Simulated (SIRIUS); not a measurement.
Consider a self-consistent single point of TiO₂ (P4_2/mnm, 6 atoms in the cell; from Materials Project mp-2657, changed as shown).

```xyz
6
Lattice="4.5078 0.0000 0.0000 0.0000 4.5078 0.0000 0.0000 0.0000 2.9000" Properties=species:S:1:pos:R:3 pbc="T T T"
Ti     2.2539     2.2539     0.0000
Ti     0.0000     0.0000     1.4500
O      3.1360     3.1360     1.4500
O      1.3718     1.3718     1.4500
O      3.6257     0.8821     0.0000
O      0.8821     3.6257     0.0000
```

Computed with LDA (PW92), PseudoDojo 0.4 standard norm-conserving LDA (tails mended) pseudopotentials (plane waves; SIRIUS 7.12.0).

SIRIUS settings:

```
key                                                                                                           value
--------------------------------------  ---------------------------------------------------------------------------
parameters.ngridk                                                                                             4 4 6
parameters.xc_functionals                                                                   [XC_LDA_X, XC_LDA_C_PW]
parameters.gk_cutoff                                                                                   9.165 1/bohr
parameters.pw_cutoff                                                                                  18.331 1/bohr
parameters.smearing                                                                                     fermi_dirac
parameters.smearing_width                                                                            0.000367493 Ha
potentials                              PseudoDojo 0.4 standard norm-conserving LDA (tails mended) pseudopotentials
parameters.electronic_structure_method                                                              pseudopotential
parameters.num_bands                                                                                             29
parameters.num_mag_dims                                                                                           0
parameters.num_dft_iter                                                                                         100
parameters.energy_tol                                                                                      1e-07 Ha
parameters.density_tol                                                                                        1e-06
mixer.type                                                                                                 broyden2
mixer.beta                                                                                                      0.5
mixer.use_hartree                                                                                             false
```

Results:

| Item | Result |
|---|---|
| Number of valence electrons | 48 |
| Number of bands | 29 |
| Number of k-points after the program's reduction | 24 |
| Number of plane waves (most at a k-point) | 5200 |
| Number of SCF iterations | 29 |
| FFT grid | 54 × 54 × 36 |
| Free energy E − TS | -5036.7694 eV |
| Gap on the k-point mesh | 1.95 eV |
| Pressure | 6.16 GPa |
| Largest force (vector length) | 0.158 eV/Å |

Forces (eV/Å):
| atom | Fx | Fy | Fz |
|---|---|---|---|
| Ti1 | 0.000 | 0.000 | 0.000 |
| Ti2 | 0.000 | 0.000 | 0.000 |
| O3 | 0.112 | 0.112 | 0.000 |
| O4 | -0.112 | -0.112 | 0.000 |
| O5 | -0.112 | 0.112 | 0.000 |
| O6 | 0.112 | -0.112 | 0.000 |

Stress (GPa, positive for compression):
```
5.81  0.00  0.00
0.00  5.81  0.00
0.00  0.00  6.88
```

Gaps are taken between levels on the mesh.

For comparison: a first run was changed to give this one (lattice scaled by 0.98), and from it to this one the free energy falls by 7.5 meV/atom, the pressure goes from -9.34 to 6.16 GPa, the largest force goes from 0.141 to 0.158 eV/Å and the gap on the mesh goes from 1.802 to 1.949 eV.

The structure comes from a collection of computed structures, made at another level of theory; the collection holds predicted forms beside known ones.

Cost on one core: around 2.3 core-minutes (rough).

“Tails mended”: in these copies of the files the far tail of each local potential was reset to the Coulomb form.
